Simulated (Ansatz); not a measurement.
Data:

Zn4Te3S:
```xyz
8
Lattice="4.2111 0.0000 0.0000 0.0000 4.2111 0.0000 0.0000 0.0000 11.7934" Properties=species:S:1:pos:R:3 pbc="T T T"
Zn     2.1056     0.0000     7.0959
S      2.1056     2.1056     5.8967
Zn     0.0000     2.1056     4.6974
Te     0.0000     0.0000     3.1340
Zn     2.1056     0.0000     1.5712
Te     2.1056     2.1056     0.0000
Zn     0.0000     2.1056    10.2222
Te     0.0000     0.0000     8.6593
```

This is the r²SCAN-relaxed structure.

**Question.** All from DFT-r²SCAN in the program Ansatz with PAW potentials, unless another level is named. Estimate the electron effective mass with spin–orbit coupling.

**Answer.** 0.13, 0.13, 0.13 mₑ (principal values).

**Question.** Give the HSE06 gap on the r²SCAN cell.

**Answer.** 2.06 eV.

**Question.** What about the hole effective mass with spin–orbit coupling?

**Answer.** 0.17, 0.17, 0.59 mₑ (principal values).

Space group P-4m2. The start of the workflow was typed in or built on a structure type; neither database checked (COD, Materials Project) lists it. Its standing as an ambient phase is unchecked. The cell was relaxed with r²SCAN under the symmetry of its start; whether a distortion lowers the energy is not shown. Scalar-relativistic: spin–orbit coupling is off unless named, which matters more the heavier the elements.

Potentials: the earlier of the program's two PAW sets.
